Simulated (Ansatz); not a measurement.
An Ansatz (an electronic-structure program) run. Input:

Ansatz 0.2 input:
```yaml
crystal:
  lattice:
    - [4.0284082527, 0.0, 0.0]
    - [-2.0142041264, 3.4887038837, 0.0]
    - [0.0, 0.0, 6.4558563013]
  atoms:
    - { symbol: Mg, position: [0.6666666667, 0.3333333333, 0.0029344103] }
    - { symbol: Mg, position: [0.3333333333, 0.6666666667, 0.5029344103] }
    - { symbol: S, position: [0.6666666667, 0.3333333333, 0.6222655897] }
    - { symbol: S, position: [0.3333333333, 0.6666666667, 0.1222655897] }
kpoints:
  mp_grid: { grid: [8, 8, 5] }
hamiltonian:
  xc: r2scan
  pseudopotentials: { kind: paw }
scf:
  occupations: { method: fixed }
elastic: { mode: relaxed_ion, stencil: two_point, amplitude: 0.005, f_tol: 0.0005 }
output: { polarization: {} }
```

Output (shortened):

```
Pseudopotential: Mg, paw, valence charge 10
Pseudopotential: S, paw, valence charge 6
Functional definition: r2SCAN
Crystal: 4 atoms, lattice volume = 90.730 Å³
Basis set: ecut = 500 eV, 2321 PW (Γ), exchange–correlation on 120×120×192 points (64 copies of the dense FFT grid, shifted against one another)
Bands: 20, of which v1, the nominal top of the filled ones, is band 16 counted from 1 (15 counted from 0)
Symmetry: 12 space group operations
Space group: P63mc (ITA 186), of the structure as read, at distance tolerance 4.5e-5 Å
k-points: 30 of 320 (time reversal used)
SCF 1 converged in 10 iterations: F = -5671.062155 eV  dr2 = 2.19e-14
Crystal: 4 atoms, lattice volume = 90.730 Å³
SCF 2 converged in 2 iterations: F = -5671.062155 eV  dr2 = 6.03e-15
Crystal: 4 atoms, lattice volume = 90.276 Å³
Basis set: ecut = 500 eV, 2313 PW (Γ), exchange–correlation on 120×120×192 points (64 copies of the dense FFT grid, shifted against one another)
Symmetry: 4 space group operations
k-points: 63 of 320 (time reversal used)
SCF 3 converged in 10 iterations: F = -5671.061294 eV  dr2 = 1.82e-14
relax step   1: F+E_penalty+E_count = -5671.06129355 eV  Δ(F+E_penalty+E_count) = +0.000e0 eV  max|allowed force component| = 3.178e-2 eV/Å  Δτ_max = 0.0000 Å  (10 SCF iters, accepted)
Crystal: 4 atoms, lattice volume = 90.276 Å³
SCF 4 converged in 8 iterations: F = -5671.061459 eV  dr2 = 2.72e-14
relax step   2: F+E_penalty+E_count = -5671.06145877 eV  Δ(F+E_penalty+E_count) = -1.652e-4 eV  max|allowed force component| = 1.446e-2 eV/Å  Δτ_max = 0.0031 Å  (8 SCF iters, accepted)
Crystal: 4 atoms, lattice volume = 90.276 Å³
SCF 5 converged in 8 iterations: F = -5671.061509 eV  dr2 = 1.50e-14
relax step   3: F+E_penalty+E_count = -5671.06150881 eV  Δ(F+E_penalty+E_count) = -5.004e-5 eV  max|allowed force component| = 7.994e-4 eV/Å  Δτ_max = 0.0016 Å  (8 SCF iters, accepted)
Crystal: 4 atoms, lattice volume = 90.276 Å³
SCF 6 converged in 7 iterations: F = -5671.061509 eV  dr2 = 2.26e-14
relax step   4: F+E_penalty+E_count = -5671.06150920 eV  Δ(F+E_penalty+E_count) = -3.874e-7 eV  max|allowed force component| = 4.945e-5 eV/Å  Δτ_max = 0.0004 Å  (7 SCF iters, accepted)
Crystal: 4 atoms, lattice volume = 90.276 Å³
SCF 7 converged in 2 iterations: F = -5671.061509 eV  dr2 = 7.94e-15
Crystal: 4 atoms, lattice volume = 91.184 Å³
Basis set: ecut = 500 eV, 2329 PW (Γ), exchange–correlation on 120×120×192 points (64 copies of the dense FFT grid, shifted against one another)
SCF 8 converged in 10 iterations: F = -5671.061313 eV  dr2 = 2.67e-14
relax step   1: F+E_penalty+E_count = -5671.06131260 eV  Δ(F+E_penalty+E_count) = +0.000e0 eV  max|allowed force component| = 3.034e-2 eV/Å  Δτ_max = 0.0000 Å  (10 SCF iters, accepted)
Crystal: 4 atoms, lattice volume = 91.184 Å³
SCF 9 converged in 8 iterations: F = -5671.061469 eV  dr2 = 3.93e-14
relax step   2: F+E_penalty+E_count = -5671.06146895 eV  Δ(F+E_penalty+E_count) = -1.563e-4 eV  max|allowed force component| = 1.369e-2 eV/Å  Δτ_max = 0.0031 Å  (8 SCF iters, accepted)
Crystal: 4 atoms, lattice volume = 91.184 Å³
SCF 10 converged in 8 iterations: F = -5671.061516 eV  dr2 = 4.42e-14
relax step   3: F+E_penalty+E_count = -5671.06151608 eV  Δ(F+E_penalty+E_count) = -4.713e-5 eV  max|allowed force component| = 1.999e-4 eV/Å  Δτ_max = 0.0016 Å  (8 SCF iters, accepted)
Crystal: 4 atoms, lattice volume = 91.184 Å³
SCF 11 converged in 2 iterations: F = -5671.061516 eV  dr2 = 1.36e-14
Crystal: 4 atoms, lattice volume = 90.276 Å³
SCF 12 converged in 10 iterations: F = -5671.061251 eV  dr2 = 2.37e-14
relax step   1: F+E_penalty+E_count = -5671.06125071 eV  Δ(F+E_penalty+E_count) = +0.000e0 eV  max|allowed force component| = 3.969e-2 eV/Å  Δτ_max = 0.0000 Å  (10 SCF iters, accepted)
Crystal: 4 atoms, lattice volume = 90.276 Å³
SCF 13 converged in 8 iterations: F = -5671.061458 eV  dr2 = 9.54e-14
relax step   2: F+E_penalty+E_count = -5671.06145780 eV  Δ(F+E_penalty+E_count) = -2.071e-4 eV  max|allowed force component| = 2.118e-2 eV/Å  Δτ_max = 0.0017 Å  (8 SCF iters, accepted)
Crystal: 4 atoms, lattice volume = 90.276 Å³
SCF 14 converged in 9 iterations: F = -5671.061541 eV  dr2 = 7.39e-15
relax step   3: F+E_penalty+E_count = -5671.06154146 eV  Δ(F+E_penalty+E_count) = -8.366e-5 eV  max|allowed force component| = 3.444e-4 eV/Å  Δτ_max = 0.0019 Å  (9 SCF iters, accepted)
Crystal: 4 atoms, lattice volume = 90.276 Å³
SCF 15 converged in 2 iterations: F = -5671.061541 eV  dr2 = 2.76e-15
Crystal: 4 atoms, lattice volume = 91.184 Å³
SCF 16 converged in 10 iterations: F = -5671.061272 eV  dr2 = 3.22e-14
relax step   1: F+E_penalty+E_count = -5671.06127244 eV  Δ(F+E_penalty+E_count) = +0.000e0 eV  max|allowed force component| = 3.631e-2 eV/Å  Δτ_max = 0.0000 Å  (10 SCF iters, accepted)
Crystal: 4 atoms, lattice volume = 91.184 Å³
SCF 17 converged in 8 iterations: F = -5671.061458 eV  dr2 = 6.78e-14
relax step   2: F+E_penalty+E_count = -5671.06145848 eV  Δ(F+E_penalty+E_count) = -1.860e-4 eV  max|allowed force component| = 1.941e-2 eV/Å  Δτ_max = 0.0017 Å  (8 SCF iters, accepted)
Crystal: 4 atoms, lattice volume = 91.184 Å³
SCF 18 converged in 8 iterations: F = -5671.061532 eV  dr2 = 4.42e-14
relax step   3: F+E_penalty+E_count = -5671.06153186 eV  Δ(F+E_penalty+E_count) = -7.338e-5 eV  max|allowed force component| = 3.110e-4 eV/Å  Δτ_max = 0.0019 Å  (8 SCF iters, accepted)
Crystal: 4 atoms, lattice volume = 91.184 Å³
SCF 19 converged in 2 iterations: F = -5671.061532 eV  dr2 = 1.64e-14
Crystal: 4 atoms, lattice volume = 90.730 Å³
Symmetry: 2 space group operations
k-points: 93 of 320 (time reversal used)
SCF 20 converged in 9 iterations: F = -5671.061960 eV  dr2 = 4.60e-14
relax step   1: F+E_penalty+E_count = -5671.06195970 eV  Δ(F+E_penalty+E_count) = +0.000e0 eV  max|allowed force component| = 1.798e-2 eV/Å  Δτ_max = 0.0000 Å  (9 SCF iters, accepted)
Crystal: 4 atoms, lattice volume = 90.730 Å³
SCF 21 converged in 8 iterations: F = -5671.062000 eV  dr2 = 6.22e-15
relax step   2: F+E_penalty+E_count = -5671.06199994 eV  Δ(F+E_penalty+E_count) = -4.024e-5 eV  max|allowed force component| = 9.058e-3 eV/Å  Δτ_max = 0.0008 Å  (8 SCF iters, accepted)
Crystal: 4 atoms, lattice volume = 90.730 Å³
SCF 22 converged in 8 iterations: F = -5671.062014 eV  dr2 = 1.06e-14
relax step   3: F+E_penalty+E_count = -5671.06201368 eV  Δ(F+E_penalty+E_count) = -1.374e-5 eV  max|allowed force component| = 4.184e-5 eV/Å  Δτ_max = 0.0008 Å  (8 SCF iters, accepted)
Crystal: 4 atoms, lattice volume = 90.730 Å³
SCF 23 converged in 2 iterations: F = -5671.062014 eV  dr2 = 3.66e-15
Crystal: 4 atoms, lattice volume = 90.730 Å³
SCF 24 converged in 9 iterations: F = -5671.061960 eV  dr2 = 4.58e-14
relax step   1: F+E_penalty+E_count = -5671.06195970 eV  Δ(F+E_penalty+E_count) = +0.000e0 eV  max|allowed force component| = 1.798e-2 eV/Å  Δτ_max = 0.0000 Å  (9 SCF iters, accepted)
Crystal: 4 atoms, lattice volume = 90.730 Å³
SCF 25 converged in 8 iterations: F = -5671.062000 eV  dr2 = 6.66e-15
relax step   2: F+E_penalty+E_count = -5671.06199994 eV  Δ(F+E_penalty+E_count) = -4.024e-5 eV  max|allowed force component| = 9.058e-3 eV/Å  Δτ_max = 0.0008 Å  (8 SCF iters, accepted)
Crystal: 4 atoms, lattice volume = 90.730 Å³
SCF 26 converged in 8 iterations: F = -5671.062014 eV  dr2 = 1.05e-14
relax step   3: F+E_penalty+E_count = -5671.06201368 eV  Δ(F+E_penalty+E_count) = -1.374e-5 eV  max|allowed force component| = 4.184e-5 eV/Å  Δτ_max = 0.0008 Å  (8 SCF iters, accepted)
Crystal: 4 atoms, lattice volume = 90.730 Å³
SCF 27 converged in 2 iterations: F = -5671.062014 eV  dr2 = 3.64e-15
SCF converged after 2 iterations
Free energy (F): -5671.062155 eV
Harris-Foulkes:  -5671.062155 eV  (|F-HF|=0.00e0)
Internal energy: -5671.062155 eV  (E = F + TS)
E sigma→0 (E₀):  -5671.062155 eV
Fermi energy:    2.935923 eV
--- Per-component energies (eV) ---
  E_band       = -775.315290
  E_kinetic    = 367.013460
  E_local      = -3775.075846  (includes V_loc(G=0)·N_el)
  E_nonlocal   = 247.432325
  E_hartree    = 1369.438861
  E_xc         = -239.972548
  E_vxc        = -270.810062  (∫ρ·V_xc dr)
  E_paw        = -1811.692987  (= ΣΔE_a)
  E_vpaw       = -96.981974  (= ΣTr[D̂ρ^β])
  E_aug_tail   =  0.000000  (compensation charges beyond the density's cutoff)
  E_vtau       = 14.229088  (kinetic-family band-sum trace: ∫τ·v_τ [+ j·A + Jᵃ·Aᵃ] dr)
  E_ewald      = -1827.933470
  E_core_change = -0.271950  (= ΣΔE_core)
  E_smearing   =  0.000000  (= −TS)
  E_closure    = 0.000000  (closes the sum)
  Σ components = -5671.062155   (vs F -5671.062155, Δ=0.00e0)
--- Forces (eV/Å), atoms counted from 1 ---
  atom   1  Mg     0.00000000     0.00000000     0.00000336
  atom   2  Mg     0.00000000     0.00000000     0.00000336
  atom   3  S      0.00000000     0.00000000    -0.00013314
  atom   4  S      0.00000000     0.00000000    -0.00013314
  max |Σ_I F_I| component: 2.60e-4 eV/Å
--- Stress (GPa, compression-positive) ---
       -0.000236       0.000000       0.000000
        0.000000      -0.000236       0.000000
        0.000000       0.000000      -0.000632
  P = ⅓ Tr σ = -0.0004 GPa (-0.004 kbar)
--- Band table (eV; the first three rows and the last of 30) ---
  k-point 0: bands = ["-73.6856", "-73.6855", "-38.7922", "-38.7893", "-38.7861", "-38.7861", "-38.7856", "-38.7856", "-8.9127", "-8.1699", "-0.2867", "2.4061", "2.4061", "2.8207", "2.8207", "2.9359", "7.0841", "8.3592", "11.0674", "11.0674"]
  k-point 1: bands = ["-73.6856", "-73.6855", "-38.7919", "-38.7896", "-38.7860", "-38.7860", "-38.7856", "-38.7856", "-8.8509", "-8.2521", "-0.0479", "2.4434", "2.4434", "2.4738", "2.7787", "2.7787", "7.5420", "8.4541", "11.0233", "11.0233"]
  k-point 2: bands = ["-73.6856", "-73.6856", "-38.7912", "-38.7903", "-38.7859", "-38.7859", "-38.7857", "-38.7857", "-8.6813", "-8.4540", "0.6090", "1.5325", "2.5433", "2.5433", "2.6713", "2.6713", "8.3319", "8.6071", "11.0814", "11.0814"]
  k-point 29: bands = ["-73.6855", "-73.6855", "-38.7908", "-38.7907", "-38.7874", "-38.7873", "-38.7869", "-38.7867", "-8.0648", "-8.0316", "0.1092", "0.1891", "0.9624", "1.2690", "2.2701", "2.4064", "8.9245", "9.3898", "9.9123", "10.1968"]
--- Elastic constants: 3 strain directions × 2 members + reference (group order 12) ---
  dense FFT box of the reference and of every strained cell: 30×30×48
  strains applied: 11, 33, 23; error gains …
  C = ∂σ_k/∂η_j (tension-positive GPa; Voigt order 11 22 33 23 13 12):
        90.525     49.758     42.615      0.000      0.000      0.000
        49.758     90.525     42.615      0.000      0.000      0.000
        42.610     42.610     87.533      0.000      0.000      0.000
         0.000      0.000      0.000     20.007      0.000      0.000
         0.000      0.000      0.000      0.000     20.007      0.000
         0.000      0.000      0.000      0.000      0.000     20.383
  reference stress σ⁰ (GPa):      0.000      0.000      0.001      0.000      0.000      0.000
  moduli (Voigt/Reuss/Hill, GPa): K = 59.84/59.68/59.76   G = 20.99/20.87/20.93   E = 56.22   ν = 0.343
  mechanically stable: yes (min eigenvalue of sym C = 20.01 GPa)
  e, the proper piezoelectric tensor (elastic.mode: relaxed_ion; C/m²; rows x y z; Voigt order 11 22 33 23 13 12):
       0.00000    0.00000    0.00000    0.00000    0.18857    0.00000
       0.00000    0.00000    0.00000    0.18857    0.00000    0.00000
       0.25669    0.25669   -0.61240    0.00000    0.00000    0.00000
  ±, each entry's uncertainty from the finite density of the strings (C/m²), an estimate: the size of the correction for it that the entry includes:
       0.00000    0.00000    0.00000    0.00000    0.00097    0.00000
       0.00000    0.00000    0.00000    0.00097    0.00000    0.00000
       0.00097    0.00097    0.00159    0.00000    0.00000    0.00000
  strain η (Voigt 11):  stress-route row diagonal C_11 = 90.52 GPa, energy-path curvature d²(F+E_count+ΔE)/dδ²/Ω₀ = 90.52 GPa
         δ    σ_11 (GPa)             F (eV)   n_scf  n_hpsi   n_pw
    -5.000e-3      -0.4563       -5671.0615092       2   10360   2320   relax 4 steps, max|allowed force component| 4.94e-5 eV/Å
     5.000e-3       0.4489       -5671.0615161       2   10378   2344   relax 3 steps, max|allowed force component| 2.00e-4 eV/Å
  strain η (Voigt 33):  stress-route row diagonal C_33 = 87.53 GPa, energy-path curvature d²(F+E_count+ΔE)/dδ²/Ω₀ = 87.53 GPa
         δ    σ_33 (GPa)             F (eV)   n_scf  n_hpsi   n_pw
    -5.000e-3      -0.4356       -5671.0615415       2    4891   2322   relax 3 steps, max|allowed force component| 3.44e-4 eV/Å
     5.000e-3       0.4397       -5671.0615319       2    4929   2346   relax 3 steps, max|allowed force component| 3.11e-4 eV/Å
  strain η (Voigt 23):  stress-route row diagonal C_44 = 20.01 GPa, energy-path curvature d²(F+E_count+ΔE)/dδ²/Ω₀ = 20.01 GPa
         δ    σ_23 (GPa)             F (eV)   n_scf  n_hpsi   n_pw
    -5.000e-3      -0.1000       -5671.0620137       2   15306   2329   relax 3 steps, max|allowed force component| 4.18e-5 eV/Å
     5.000e-3       0.1000       -5671.0620137       2   15284   2329   relax 3 steps, max|allowed force component| 4.18e-5 eV/Å
--- Formal polarisation (Berry phase): one branch of a lattice of values; only differences between neighbouring runs are physical ---
  axis  mesh            electronic          ionic      p = total  spread (rad)  least overlap  resolved gap  δp at fixed H ≤   (phases in cycles; p mod 2 …
  b1    8×8×5           0.00000000    16.00000000    16.00000000      0.000000         0.9417        4.1482           3.1e-6
  b2    8×8×5           0.00000000    16.00000000    16.00000000      0.000000         0.9417        4.1482           3.1e-6
  b3    8×8×5          -0.00334382     9.52587528     9.52253146      0.004500         0.9500        4.1482           1.5e-6
  quantum along a1:   0.08879981 e/Å² =   142.272979 µC/cm²
  quantum along a2:   0.08879981 e/Å² =   142.272979 µC/cm²
  quantum along a3:   0.14230901 e/Å² =   228.004177 µC/cm²
  P = (  0.35519924,   0.61522312,   0.67757103) e/Å² = (  569.091917,   985.696114,  1085.588475) µC/cm²  (mod the quanta)
```

Cost: about 6 core-minutes (a rough figure) on shared cores.

Space group P6_3mc (wurtzite). A made-up cell: these elements were put on the sites of a structure type; the Crystallography Open Database copy checked does not list it. COD files the formula under space group No. 225, so this cell is another polymorph or a model. Whether it is the stable phase at ambient conditions was not checked. The r²SCAN relaxation kept the symmetry of its start; whether a distortion lowers the energy is not shown.

Potentials: the later of the program's two PAW sets.

Ansatz is a plane-wave DFT program.
